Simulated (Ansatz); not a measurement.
YN:
```xyz
4
Lattice="4.0184 0.0000 0.0000 -2.0092 3.4800 0.0000 0.0000 0.0000 4.9046" Properties=species:S:1:pos:R:3 pbc="T T T"
Y      0.0000     2.3200     3.6785
Y      2.0092     1.1600     1.2262
N      0.0000     2.3200     1.2262
N      2.0092     1.1600     3.6785
```

The program Ansatz at the r²SCAN level (PAW) gives a gap of 1.11 eV without spin–orbit coupling, maximum at Γ, minimum at K.

Q: What happens when spin–orbit coupling is switched on?

A: The gap stays essentially unchanged, to 1.11 eV; maximum at Γ, minimum at K.

Q: Give the electron effective mass with spin–orbit coupling.

A: 0.21, 0.58, 0.58 mₑ (principal values).

Q: Give the hole effective mass with spin–orbit coupling.

A: 0.17, 1.0, 1.0 mₑ (principal values).

Space group P6_3/mmc. The first step of the workflow began from a Materials Project structure, measured or hypothetical; the Crystallography Open Database copy checked does not list it. COD files the formula under space group No. 225. Its standing as an ambient phase is unchecked. The cell was relaxed with r²SCAN under the symmetry of its start; its stability against distortions is not shown here. The run is not spin-polarised.

Potentials: the later of the program's two PAW sets.
